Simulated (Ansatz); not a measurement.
Total density of states per atom from the program Ansatz at the LDA level (PAW), in 0.25 eV bins, energy from the Fermi level:

| E (eV) | states/eV/atom |
|---|---|
| -7.85 | 0.46 |
| -7.60 | 0.28 |
| -7.35 | 0.23 |
| -7.10 | 0.22 |
| -6.85 | 0.37 |
| -6.60 | 0.29 |
| -6.35 | 0.18 |
| -6.10 | 0.13 |
| -5.85 | 0.17 |
| -5.60 | 0.27 |
| -5.35 | 0.52 |
| -5.10 | 0.52 |
| -4.85 | 0.34 |
| -4.60 | 0.31 |
| -4.35 | 0.45 |
| -4.10 | 0.54 |
| -3.85 | 0.68 |
| -3.60 | 0.64 |
| -3.35 | 0.59 |
| -3.10 | 0.65 |
| -2.85 | 0.70 |
| -2.60 | 0.56 |
| -2.35 | 0.55 |
| -2.10 | 0.63 |
| -1.85 | 0.71 |
| -1.60 | 0.68 |
| -1.35 | 0.71 |
| -1.10 | 0.81 |
| -0.85 | 0.84 |
| -0.60 | 0.65 |
| -0.35 | 0.49 |
| -0.10 | 0.47 |
| 0.15 | 0.51 |
| 0.40 | 0.36 |
| 0.65 | 0.43 |
| 0.90 | 0.33 |
| 1.15 | 0.27 |
| 1.40 | 0.22 |
| 1.65 | 0.20 |
| 1.90 | 0.17 |
| 2.15 | 0.12 |
| 2.40 | 0.04 |
| 2.65 | 0.18 |
| 2.90 | 0.41 |
| 3.15 | 0.95 |
| 3.40 | 1.04 |
| 3.65 | 0.94 |
| 3.90 | 0.87 |
| 4.15 | 0.97 |
| 4.40 | 1.01 |
| 4.65 | 0.77 |

Problem. Pick the material that matches.
A. SiTe2, CdI2 type
B. TePb, zinc blende
C. ScSi2, P6/mmm (Sc on 1a, Si on 2d)
D. InAgTe2, P-4m2 (In on 1c, Ag on 1a, Te on 2g)

Solution. A, SiTe2, CdI2 type. Within 0.5 eV of the Fermi level: Te 5p 78 %, Si 3s 12 %. Projections are on Löwdin-orthogonalised atomic valence shells; empty p or d shells of many metals are not among them.

Space group P-3m1 (CdI2 type). The first step of the workflow began from a Materials Project structure, measured or hypothetical; the Crystallography Open Database files this formula in space group No. 164, but the cells were not matched. Whether it is the stable phase at ambient conditions was not checked. The LDA relaxation kept the symmetry of its start; its stability against distortions is not shown here. A crystal of weakly bound layers computed without a dispersion correction: the cell and the soft elastic constants depend strongly on that. Spin–orbit coupling is left out wherever it is not named.

Potentials: the later of the program's two PAW sets.
